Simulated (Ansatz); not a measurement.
As:
```cif
data_As2
_chemical_formula_sum 'As2'
_space_group_name_H-M_alt 'P 1'
_space_group_IT_number 1
_cell_length_a 3.97417
_cell_length_b 3.97417
_cell_length_c 3.97417
_cell_angle_alpha 56.465
_cell_angle_beta 56.465
_cell_angle_gamma 56.465
loop_
_space_group_symop_operation_xyz
  'x, y, z'
loop_
_atom_site_label
_atom_site_type_symbol
_atom_site_fract_x
_atom_site_fract_y
_atom_site_fract_z
_atom_site_occupancy
As1 As 0.23054 0.23054 0.23054 1
As2 As 0.76946 0.76946 0.76946 1
```

Relaxed with LDA.

Task: Which orbitals make up the states near the Fermi level in LDA in the plane-wave PAW code Ansatz?

Result: Within 0.5 eV of the Fermi level: As 4p 79 %, As 4s 18 %. Projections are on Löwdin-orthogonalised atomic valence shells; empty p or d shells of many metals are not among them.

Task: Tabulate the density of states.

Result: States/eV per cell of 2 atoms, in 0.25 eV bins, energy from the Fermi level.

| E (eV) | total | As 4p | As 4s |
|---|---|---|---|
| -7.85 | 0.16 | 0.04 | 0.13 |
| -7.60 | 0.14 | 0.03 | 0.11 |
| -7.35 | 0.11 | 0.02 | 0.09 |
| -7.10 | 0.09 | 0.02 | 0.07 |
| -6.85 | 0.07 | 0.01 | 0.06 |
| -6.60 | 0.29 | 0.23 | 0.06 |
| -6.35 | 0.65 | 0.58 | 0.07 |
| -6.10 | 0.76 | 0.70 | 0.05 |
| -5.85 | 0.67 | 0.62 | 0.05 |
| -5.60 | 0.69 | 0.65 | 0.04 |
| -5.35 | 0.74 | 0.70 | 0.04 |
| -5.10 | 0.81 | 0.77 | 0.04 |
| -4.85 | 0.90 | 0.85 | 0.05 |
| -4.60 | 1.02 | 0.96 | 0.05 |
| -4.35 | 1.23 | 1.17 | 0.06 |
| -4.10 | 1.25 | 1.17 | 0.07 |
| -3.85 | 1.24 | 1.16 | 0.07 |
| -3.60 | 1.24 | 1.15 | 0.08 |
| -3.35 | 1.23 | 1.14 | 0.08 |
| -3.10 | 1.25 | 1.15 | 0.09 |
| -2.85 | 1.26 | 1.15 | 0.09 |
| -2.60 | 1.26 | 1.15 | 0.10 |
| -2.35 | 1.31 | 1.18 | 0.11 |
| -2.10 | 1.23 | 1.11 | 0.11 |
| -1.85 | 1.01 | 0.88 | 0.11 |
| -1.60 | 0.90 | 0.77 | 0.12 |
| -1.35 | 0.89 | 0.76 | 0.12 |
| -1.10 | 0.74 | 0.62 | 0.11 |
| -0.85 | 0.61 | 0.50 | 0.09 |
| -0.60 | 0.50 | 0.41 | 0.08 |
| -0.35 | 0.32 | 0.25 | 0.06 |
| -0.10 | 0.14 | 0.11 | 0.03 |
| 0.15 | 0.14 | 0.10 | 0.03 |
| 0.40 | 0.46 | 0.37 | 0.07 |
| 0.65 | 1.06 | 0.87 | 0.15 |
| 0.90 | 1.30 | 1.08 | 0.17 |
| 1.15 | 1.31 | 1.10 | 0.15 |
| 1.40 | 1.13 | 0.96 | 0.12 |
| 1.65 | 1.13 | 0.93 | 0.10 |
| 1.90 | 1.26 | 1.00 | 0.10 |
| 2.15 | 1.52 | 1.15 | 0.10 |
| 2.40 | 1.54 | 1.17 | 0.10 |
| 2.65 | 1.35 | 1.07 | 0.08 |
| 2.90 | 0.89 | 0.75 | 0.05 |
| 3.15 | 0.96 | 0.83 | 0.04 |
| 3.40 | 1.00 | 0.85 | 0.04 |
| 3.65 | 1.15 | 0.92 | 0.04 |
| 3.90 | 1.27 | 0.95 | 0.04 |
| 4.15 | 1.14 | 0.85 | 0.03 |
| 4.40 | 0.91 | 0.70 | 0.03 |
| 4.65 | 0.78 | 0.61 | 0.02 |

Space group R-3m (A7 (α-As type)). The cell was relaxed with LDA under the symmetry of its start. Spin–orbit coupling is left out wherever it is not named.

Potentials: the earlier of the program's two PAW sets.
